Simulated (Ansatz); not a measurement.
Level of theory: DFT PBE, scalar-relativistic, plane waves, PAW in Ansatz. Settings: cutoff 420 eV, Γ-centred meshes spaced at most about 0.3 Å⁻¹ (2π included), Gaussian smearing. No spin polarisation in the final relaxations.

All energies are static (0 K, no zero-point motion). All come from trial cells, and lower structures may exist.

Question: Order these relaxed structures of Sn3PbO4 by energy, lowest first, with the energy over the lowest of them.
A.

```xyz
8
Lattice="-2.7627 2.7627 5.1893 2.7627 -2.7627 5.1893 2.7627 2.7627 -5.1893" Properties=species:S:1:pos:R:3 pbc="T T T"
Sn    0.0000    0.0000    1.4739
Sn    2.7627    0.0000    3.7330
Sn    0.0000    2.7627    3.7330
Pb    0.0000    0.0000    6.5020
O    -1.3570    1.3570    2.6262
O     1.3570   -1.3570    2.6262
O     1.3570    1.3570    2.6262
O     1.4057    1.4057   -2.5632
```

B.

```xyz
8
Lattice="3.9069 0.0000 0.0000 0.0000 3.9069 0.0000 0.0000 0.0000 10.4021" Properties=species:S:1:pos:R:3 pbc="T T T"
Sn    1.9534    1.9534    1.0419
Sn    1.9534    1.9534    6.4367
Sn    0.0000    0.0000    9.1477
Pb    0.0000    0.0000    4.0476
O     0.0000    1.9534   10.3347
O     0.0000    1.9534    5.3337
O     1.9534    0.0000   10.3347
O     1.9534    0.0000    5.3337
```

Answer: A (0 meV/atom), B (12 meV/atom). Forms: A I4mm; B P4mm. Counting O atoms around Pb and Sn (those within 1.25 times the shortest such distance or 1.15 times the sum of covalent radii, 1.27 where that leaves under three): A has Sn 4, Pb 4; B has Sn 4, Pb 4.

No dispersion correction is applied, so the spacing and binding between layers, chains or molecules are poorly described (I4mm, P4mm), and this can change margins and order among such cells. Spin–orbit coupling, which can matter for Pb, is left out. Cells relaxed within their symmetry can be saddle points. Some types were kept out of the candidates beforehand, so the set may lack a known form.
